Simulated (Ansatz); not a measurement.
Structure from Materials Project entry mp-10861 (possibly hypothetical), not relaxed further.

An input for Hg and the output that it gave: DFT, r2SCAN, PAW with Ansatz's default frozen-core files, scalar-relativistic (Ansatz 0.2.0).

Command: `ansatz run input.yaml --threads 1 --pin off --max-ram 3072MiB --backend cpu --events-out ev --progress --plain --runs-dir out` The run took about 27 s on 1 thread of a shared machine.

```yaml
crystal:
  lattice:
    - [5.4666964342, 0.0, 0.0]
    - [-2.7333482171, 4.7342979868, 0.0]
    - [0.0, 0.0, 3.18521781]
  atoms:
    - { symbol: Hg, position: [0.3333333333, 0.6666666667, 0.5] }
    - { symbol: Hg, position: [0.6666666667, 0.3333333333, 0.5] }
    - { symbol: Hg, position: [0.0, 0.0, 0.0] }
kpoints:
  mp_grid: { grid: [7, 7, 10] }
  band_path:
    path:
      - [0.0, 0.0, 0.0]
      - [0.5, 0.0, 0.0]
      - [0.3333333333, 0.3333333333, 0.0]
      - [0.0, 0.0, 0.0]
      - [0.0, 0.0, 0.5]
      - [0.5, 0.0, 0.5]
      - [0.3333333333, 0.3333333333, 0.5]
      - [0.0, 0.0, 0.5]
      - [0.5, 0.0, 0.5]
    npoints: 8
scf:
  occupations: { method: fermi_dirac, width: 0.03 }
hamiltonian:
  xc: r2scan
  pseudopotentials: { kind: paw }
output:
  forces: true
  stress: true
  eigenvalues: true
  efg: { contact_densities: true }
  populations: true
  bader: true
  dos: { projected: true, de: 0.2, e_range: [-14, 8] }
```

Output:

```
Hg: output.efg is read without spin–orbit coupling, which moves field gradients at and beside such atoms by some per cent and up to a factor of two; PAW files take it under magnetization.noncollinear and magnetization.spin_orbit
Engine: ansatz 0.2.0
Pseudopotentials: kind: paw
Pseudopotential: Hg, paw, valence charge 20, recommended cutoff 500 eV (meta_gga)
Functional definition: r2SCAN
  parameter k0 = 0.174
  parameter k1 = 0.065
  parameter a1 = 4.9479
  exchange = r2scan_x(k0 = k0, k1 = k1, a1 = a1)
  correlation = r2scan_c
Crystal: 3 atoms, lattice volume = 82.437 Å³
Basis set: ecut = 500 eV, 2099 PW (Γ), exchange–correlation on 160×160×96 points (64 copies of the dense FFT grid, shifted against one another)
Bands: 36, of which v1, the nominal top of the filled ones, is band 30 counted from 1 (29 counted from 0)
Symmetry: 24 space group operations
Space group: P6/mmm (ITA 191), of the structure as read, at distance tolerance 4.4e-5 Å
k-points: 48 of 490
Non-local potential: Hg, projectors of the file, l = 0: 3, l = 1: 2, l = 2: 2, l = 3: 1
PAW form: soft (Blöchl's): semilocal exchange-correlation on the pseudo side does not see the compensation charge
PAW frozen core: Hg, regenerated for the run's functional (the file was generated under x = pbe(κ = 0.804, μ = 0.2195149727645171), c = pbe(β = 0.06672455060314922))
PAW one-centre angular grid: Hg, 590 points (default); XC on 160 Gauss nodes
Initial density: superposition of atomic densities (neutral atoms: chi_scale 0, normalization atom), corrected by the library's trained network
Initial wavefunctions: pseudopotential atomic-orbital guess
Functional: x = r2scan, c = r2scan; τ floored in thin density (d = 2e-4 eV/Å³)
SCF iter   1: F=—  HF=-41483.504454 eV  |F-HF|=—  |Δ(HF+E_count)|=         —  Δρ=8.18e-3  dr2=6.92e-2  dr2_τ=3.27e-3  ethr=1.77e-3  ⟨swp⟩=6.6  Hψ=6602  notcnv=0  defer=1
preconditioner: auto → Kerker (q_TF=auto, 2.588 Å⁻¹)  [metal: Δε(μ)=0.033 eV  Ē_g=11.290 eV  σ=0.030 eV  W_gap=0.27  n_scr=26 (ndim 8)  ℏωp=24.5 eV  f_vac=0.000  D(μ)=0.72/eV (n_scr^D=0)]
SCF iter   2: F=—  HF=-41483.490632 eV  |F-HF|=—  |Δ(HF+E_count)|=   1.38e-2  Δρ=4.26e-3  dr2=1.97e-2  dr2_τ=1.04e-3  ethr=1.15e-4  ⟨swp⟩=2.3  Hψ=2588  notcnv=0  defer=61
SCF iter   3: F=—  HF=-41483.486589 eV  |F-HF|=—  |Δ(HF+E_count)|=   4.04e-3  Δρ=1.10e-3  dr2=9.98e-4  dr2_τ=5.45e-5  ethr=3.29e-5  ⟨swp⟩=2.0  Hψ=2755  notcnv=0  defer=61
SCF iter   4: F=—  HF=-41483.486846 eV  |F-HF|=—  |Δ(HF+E_count)|=   2.58e-4  Δρ=2.35e-4  dr2=5.59e-5  dr2_τ=3.30e-6  ethr=1.66e-6  ⟨swp⟩=2.6  Hψ=2936  notcnv=0  defer=61
SCF iter   5: F=—  HF=-41483.486889 eV  |F-HF|=—  |Δ(HF+E_count)|=   4.29e-5  Δρ=6.74e-5  dr2=5.81e-6  dr2_τ=3.13e-7  ethr=9.31e-8  ⟨swp⟩=2.6  Hψ=2845  notcnv=0  defer=61
SCF iter   6: F=—  HF=-41483.486890 eV  |F-HF|=—  |Δ(HF+E_count)|=   4.01e-7  Δρ=2.03e-5  dr2=7.27e-7  dr2_τ=5.25e-8  ethr=9.68e-9  ⟨swp⟩=2.1  Hψ=2480  notcnv=0  defer=61
SCF iter   7: F=—  HF=-41483.486890 eV  |F-HF|=—  |Δ(HF+E_count)|=   5.21e-8  Δρ=8.31e-6  dr2=1.24e-7  dr2_τ=7.72e-9  ethr=1.67e-10  ⟨swp⟩=9.4  Hψ=7259  notcnv=0
SCF iter   8: F=-41483.486890 eV  HF=-41483.486890 eV  |F-HF|=1.31e-10  |Δ(HF+E_count)|=   1.00e-8  Δρ=3.07e-6  dr2=9.68e-9  dr2_τ=1.26e-9  ethr=1.67e-10  ⟨swp⟩=4.7  Hψ=5898  notcnv=0
SCF 1 converged in 8 iterations: F = -41483.486890 eV  dr2 = 9.68e-9
  greatest PAW one-centre occupation: 1.001 electrons in one spin orbital (limit 2), on the Hg atom at site 1 (counted from 0), in its partial waves of l = 0
NSCF: frozen V_eff on 65 k-points
SCF converged after 8 iterations
Free energy (F): -41483.486890 eV
Harris-Foulkes:  -41483.486890 eV  (|F-HF|=1.31e-10)
Internal energy: -41483.484807 eV  (E = F + TS)
E sigma→0 (E₀):  -41483.485848 eV
Entropy (-TS):   -0.002083 eV (-0.694 meV/atom)
Fermi energy:    12.008116 eV
--- Per-component energies (eV) ---
  E_band       = -1372.726078
  E_kinetic    = 1815.560703
  E_local      = -8233.000668  (includes V_loc(G=0)·N_el)
  E_nonlocal   = 222.401443
  E_hartree    = 3510.775238
  E_xc         = -624.847283
  E_vxc        = -870.330886  (∫ρ·V_xc dr)
  E_paw        = -29917.642288  (= ΣΔE_a)
  E_vpaw       = -1389.755159  (= ΣTr[D̂ρ^β])
  E_aug_tail   = 0.001165  (compensation charges beyond the density's cutoff)
  E_vtau       = 60.853388  (kinetic-family band-sum trace: ∫τ·v_τ [+ j·A + Jᵃ·Aᵃ] dr)
  E_ewald      = -8256.286334
  E_core_change = -0.446783  (= ΣΔE_core)
  E_smearing   = -0.002083  (= −TS)
  E_closure    = -0.000000  (closes the sum)
  Σ components = -41483.486890   (vs F -41483.486890, Δ=0.00e0)
--- Forces (eV/Å), atoms counted from 1 ---
  atom   1  Hg     0.00000000    -0.00000000     0.00000000
  atom   2  Hg    -0.00000000     0.00000000     0.00000000
  atom   3  Hg     0.00000000    -0.00000000     0.00000000
  max |Σ_I F_I| component: 1.39e-17 eV/Å
--- Stress (GPa, compression-positive) ---
       -0.292887       0.000000       0.000000
        0.000000      -0.292887       0.000000
        0.000000       0.000000      -0.303845
  P = ⅓ Tr σ = -0.2965 GPa (-2.965 kbar)
--- PAW observables at the nuclei: V_zz in 10²¹ V/m², potentials from the cell's mean, atoms counted from 1 ---
  atom   1  Hg V_zz =    +0.433083   η = 0.0000   by run symmetry: allowed
            electrostatic potential = -16792.922582 V   contact ρ = 14123609.742673 e/Å³
  atom   2  Hg V_zz =    +0.433083   η = 0.0000   by run symmetry: allowed
            electrostatic potential = -16792.922582 V   contact ρ = 14123609.742673 e/Å³
  atom   3  Hg V_zz =    -6.036020   η = 0.0000   by run symmetry: allowed
            electrostatic potential = -16793.074483 V   contact ρ = 14123656.533299 e/Å³
--- Band table (eV; the first three rows and the last of 48) ---
  k-point 0: bands = ["-105.0034", "-105.0024", "-104.8536", "-52.8412", "-52.8412", "-52.8242", "-52.8230", "-52.8230", "-52.8214", "-52.6834", "-52.6834", "-52.6779", "3.8250", "4.1710", "4.5623", "4.7238", "4.9342", "4.9342", "5.1181", "5.1181", "5.2061", "5.2061", "5.3443", "5.3443", "5.4359", "5.4359", "5.8620", "5.8620", "10.4050", "10.7825", "13.9284", "13.9284", "14.0134", "14.0134", "20.5230", "25.4227"]
  k-point 1: bands = ["-105.0033", "-105.0024", "-104.8535", "-52.8410", "-52.8410", "-52.8264", "-52.8236", "-52.8228", "-52.8228", "-52.6833", "-52.6833", "-52.6801", "3.9860", "4.3019", "4.7033", "4.8208", "4.9331", "4.9331", "5.0630", "5.0630", "5.0742", "5.0742", "5.4249", "5.4249", "5.4344", "5.4344", "5.8291", "5.8291", "10.4782", "10.8893", "14.1028", "14.1028", "14.2244", "14.2244", "19.1186", "25.7900"]
  k-point 2: bands = ["-105.0032", "-105.0022", "-104.8534", "-52.8406", "-52.8406", "-52.8322", "-52.8294", "-52.8224", "-52.8224", "-52.6859", "-52.6829", "-52.6829", "4.3037", "4.7430", "4.8138", "4.8138", "4.9256", "4.9256", "4.9909", "4.9909", "5.0828", "5.1611", "5.3701", "5.3701", "5.5309", "5.5309", "5.7717", "5.7717", "10.7068", "11.2378", "14.5862", "14.5862", "14.8233", "14.8233", "16.7696", "22.8423"]
  k-point 47: bands = ["-105.0025", "-105.0023", "-104.8531", "-52.8463", "-52.8457", "-52.8409", "-52.8322", "-52.8285", "-52.8199", "-52.7011", "-52.6818", "-52.6818", "4.3425", "4.5484", "4.7286", "4.7659", "4.8010", "4.8080", "4.9032", "5.0867", "5.1746", "5.4228", "5.4514", "5.8177", "5.9607", "5.9646", "6.0407", "10.2286", "10.9437", "10.9733", "12.1408", "12.4744", "13.2188", "18.2019", "19.1049", "19.1571"]
--- Löwdin populations: 3 sites ---
  site symbol       q [e]
     0     Hg     19.8182
     1     Hg     19.8182
     2     Hg     19.8677
  spilling = 0.008266 (of n_electrons = 60.000000)
--- Bader charges: 3 sites ---
  site symbol  charge [e]  shift [e]
     0     Hg      0.0015     0.0000
     1     Hg      0.0015     0.0000
     2     Hg     -0.0030     0.0000
  estimated error of the sums over rays = 6.4e-5 e
```
